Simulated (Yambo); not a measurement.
GaAlP$_{2}$ (space group P-4m2, No. 115), G0W0@PBEsol in Yambo with this input:

```
rim_cut
gw0
dyson
el_el_corr
HF_and_locXC
ppa
em1d
RandQpts= 1000000
RandGvec= 1 Ry
EXXRLvcs= 80 Ry
VXCRLvcs= 320 Ry
Chimod= "HARTREE"
% BndsRnXp
 1 | 147 |
%
NGsBlkXp= 8 Ry
% LongDrXp
 1.0 | 1.0 | 1.0 |
%
PPAPntXp= 27.2114 eV
% GbndRnge
 1 | 147 |
%
GTermKind= "BG"
DysSolver= "n"
ExtendOut
```

On a 4×4×4 mesh, with wavefunctions cut at 80 Ry, the gap (Γ → M) is 2.265 eV and the valence edge shifts by -0.664 eV.

### Question
What happens with this change: no terminator?

### Answer
The gap falls by 0.036 eV, to 2.229 eV; the shift of the valence edge becomes -0.574 eV. Neither run is shown to be the converged limit.

The standard potential for Ga keeps a d shell in the valence without the s and p states of that shell. In tests on such compounds this moved G0W0 gaps by up to about 0.9 eV, so absolute quasiparticle energies here are unreliable; differences between settings are what counts.

Spin-orbit coupling is not included.

Geometry relaxed with PBEsol; primitive cell a = b = 3.8607 Å, c = 5.4467 Å, α = β = γ = 90.00°.

The structure is a Materials Project entry; no match was found in the copy of COD used, and its stability was not checked.

A shift is the quasiparticle energy of the state minus its PBEsol energy.
